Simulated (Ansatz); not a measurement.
The relaxed structure here is a generated cell of ZnCu: the first start was made by a random draw of sites in a space group, and the end was not matched to a known phase here, so it may be hypothetical. Known forms of ZnCu include space group No. 221.

One stationary structure of ZnCu. Space group Fm-3m (No. 225), rock salt type. All values below come from PBEsol (plane waves to 420 eV, PAW, scalar-relativistic; Ansatz, a first-principles code).

```xyz
2
Lattice="0.0000 2.4319 2.4319 2.4319 0.0000 2.4319 2.4319 2.4319 0.0000" Properties=species:S:1:pos:R:3 pbc="T T T"
Cu     0.0000     0.0000     0.0000
Zn     2.4319     2.4319     2.4319
```

```json
{
  "volume_per_atom": "14.38 Å³",
  "band_gap": "no gap (metallic)",
  "shortest_distances": "Cu–Zn 2.43 Å; Cu–Cu 3.44 Å; Zn–Zn 3.44 Å",
  "k-mesh": "16×16×16"
}
```

No spin polarisation in the result.

The run could not lose the symmetry of its start, so the end can be a saddle point.

All atoms sit on sites fixed by symmetry, so only the cell could relax.
